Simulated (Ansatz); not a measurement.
# Exchange couplings of EuN (Fm-3m)

```
Eu N
1.0
     0.00000    2.50700    2.50700
    -2.50700    2.50700    0.00000
    -2.50700   -2.50700    5.01400
Eu N
2 2
Cartesian
  0.0000 0.0000 0.0000
  -2.5070 0.0000 2.5070
  -2.5070 0.0000 5.0140
  -2.5070 2.5070 2.5070
```

The geometry is a structure as deposited in COD, repeated to hold the magnetic orders, held fixed and not relaxed.

Settings: LDA, 10×10×10 k mesh, Fermi–Dirac smearing of 0.05 eV. PAW means Ansatz 0.2.0 on its default frozen-core files. Site moments are integrated in spheres about the atoms. Start moments (μB): Eu1 6.1, Eu2 -6.1.

Site moments (μB): Eu1 6.14, Eu2 -6.14, N3 0.00, N4 0.00. Cell moment 0.00 μB.

Couplings come from the force theorem (directions of the magnetic atoms constrained, all else relaxed) on a 10×10×10 mesh, with E = −Σ J e_i·e_j over ordered pairs of unit vectors, so positive J favours parallel moments.

```csv
pair,count,J PAW (meV)
"Eu1–Eu at 3.55 Å, set 1",6,+6.25
"Eu1–Eu at 3.55 Å, set 2",6,+6.85
Eu1–Eu at 5.01 Å,6,+0.74
"Eu1–Eu at 6.14 Å, set 1",6,+0.22
"Eu1–Eu at 6.14 Å, set 2",6,+0.33
"Eu1–Eu at 6.14 Å, set 3",12,+0.31
"Eu1–Eu at 7.09 Å, set 1",6,-0.85
"Eu1–Eu at 7.09 Å, set 2",6,-0.27
"Eu1–Eu at 7.93 Å, set 1",12,-0.60
"Eu1–Eu at 7.93 Å, set 2",12,-0.86
"Eu1–Eu at 8.68 Å, set 1",6,-0.05
"Eu1–Eu at 8.68 Å, set 2",2,-0.07
"Eu1–Eu at 9.38 Å, set 1",36,+0.02
"Eu1–Eu at 9.38 Å, set 2",12,+0.08
Eu1–Eu at 10.03 Å,6,-0.54
"Eu1–Eu at 10.64 Å, set 1",6,-0.08
"Eu1–Eu at 10.64 Å, set 2",12,+0.03
"Eu1–Eu at 10.64 Å, set 3",6,+0.02
"Eu1–Eu at 10.64 Å, set 4",6,-0.13
"Eu1–Eu at 10.64 Å, set 5",6,-0.02
```

Pairs at one distance with different couplings are listed as sets.

The program reports that this state isn't the lowest of its own couplings.

The couplings come from one mesh, and their convergence in k wasn't tested.

The PAW files were made with PBE; the program remakes their cores once for the run's functional and then keeps them frozen. Without U a semilocal functional puts the f levels too near the Fermi level, which can change moments and the order of magnetic states; site and cell moments are spin moments. The Ansatz runs typed with the search for lower states off end where their start leads. Spin–orbit coupling is left out although heavy atoms are present. With open f shells a run can end in a state that isn't the lowest. The magnetic state is the one that this cell and start allow. It needn't be the compound's measured order, which may need a larger cell or be absent.
